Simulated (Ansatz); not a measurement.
HfH$_{2}$:
```xyz
3
Lattice="-1.7322 1.7322 2.1544 1.7322 -1.7322 2.1544 1.7322 1.7322 -2.1544" Properties=species:S:1:pos:R:3 pbc="T T T"
Hf     0.0000     0.0000     0.0000
H      1.7322     0.0000     1.0772
H      0.0000     1.7322     1.0772
```

Relaxed with r²SCAN. Special points in fractions of this cell's reciprocal vectors: Γ (0.000, 0.000, 0.000); X (0.000, 0.000, 0.500); P (0.250, 0.250, 0.250); N (0.000, 0.500, 0.000); M (0.500, 0.500, -0.500); S (0.412, 0.588, -0.412); S0 (-0.412, 0.412, 0.412); R (-0.323, 0.323, 0.500); G (0.500, 0.500, -0.323).

**Question.** List the band energies nearest the Fermi level at these points for the program Ansatz at the r²SCAN level (PAW).

**Answer.** In eV from the Fermi level; about four levels below and three above (degenerate sets whole), none deeper than 8.9 eV; points with the same levels are listed once.

```tsv
k	below	above
Γ	-1.63 -0.50 -0.50	0.55 1.90 3.44
X	-7.22 -6.39 -4.46	4.19 4.40 5.55
P	-6.87 -6.87 -2.73	1.50 4.23 5.15
N	-5.80 -0.92	0.74 4.04 4.56
M	-8.35 -4.83 -4.06	4.76 4.91 4.91
S	-8.15 -5.19 -3.59	2.88 4.02 4.34
R	-7.87 -5.56 -3.24	1.16 5.08 5.53
```

Space group I4/mmm. The first step of the workflow began from a Materials Project structure, measured or hypothetical; the Crystallography Open Database files this formula in space group No. 139, but the cells were not matched. Its standing as an ambient phase is unchecked. The cell was relaxed with r²SCAN under the symmetry of its start; whether a distortion lowers the energy is not shown. No spin polarisation was allowed. Scalar-relativistic: spin–orbit coupling is off unless named, which matters more the heavier the elements.

Potentials: the later of the program's two PAW sets.
